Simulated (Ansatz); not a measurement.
Clean, relaxed (111) surface of Rh, space group Fm-3m (No. 225) (top face towards +c; held atoms: 1, 2, 3, 4):

```yaml
crystal:
  lattice:
    - [5.36480, 0.00000, 0.00000]
    - [-2.68240, 4.64605, 0.00000]
    - [0.00000, 0.00000, 20.38034]
  atoms:
    - { symbol: Rh, position: [0.33333, 0.16667, 0.39254] }
    - { symbol: Rh, position: [0.33333, 0.66667, 0.39254] }
    - { symbol: Rh, position: [0.83333, 0.16667, 0.39254] }
    - { symbol: Rh, position: [0.83333, 0.66667, 0.39254] }
    - { symbol: Rh, position: [0.66667, 0.33333, 0.49809] }
    - { symbol: Rh, position: [0.66667, 0.83333, 0.49809] }
    - { symbol: Rh, position: [0.16667, 0.33333, 0.49809] }
    - { symbol: Rh, position: [0.16667, 0.83333, 0.49809] }
    - { symbol: Rh, position: [0.00000, 0.50000, 0.60364] }
    - { symbol: Rh, position: [0.00000, 0.00000, 0.60364] }
    - { symbol: Rh, position: [0.50000, 0.50000, 0.60364] }
    - { symbol: Rh, position: [0.50000, 0.00000, 0.60364] }
```

Level of theory: DFT PBE+D3(BJ), scalar-relativistic, plane waves, PAW (Ansatz 0.2.0). Plane waves to 420 eV, a k mesh through Γ of 4×4×1 on the computed 15-atom cell and Gaussian smearing (0.10 eV); no spin polarisation. The cell repeats along c with a dipole correction in the vacuum.

HCN is put on the top face, one molecule per 24.9 Å², and relaxed from 3 starts; the cell is lengthened along c to keep the vacuum. E_ads is per molecule, from the clean relaxed slab and the free relaxed molecule; negative means bound; no zero-point or thermal terms, forces under 0.04 eV/Å, and the free molecule is spin-polarised where open-shell. Heights count from the highest slab atom. Δp counts per cell along +c.

```tsv
start	E_ads (eV)	molecule	lowest atom's height (Å)	shortest contact	Δφ top (eV)	Δp (e·Å)
random tilt, lowest atom H over a top Rh site	-0.76	whole	1.99	C–Rh 2.08 Å	-0.73	+0.092
flat, lowest atom C over a top Rh site	-0.76	whole	1.98	C–Rh 2.09 Å	-0.69	+0.086
upright, lowest atom H over a hollow Rh-Rh-Rh site	-0.03	whole	2.49	H–Rh 2.94 Å	+3.37	-0.463
```

Each end is the local minimum that its start leads to.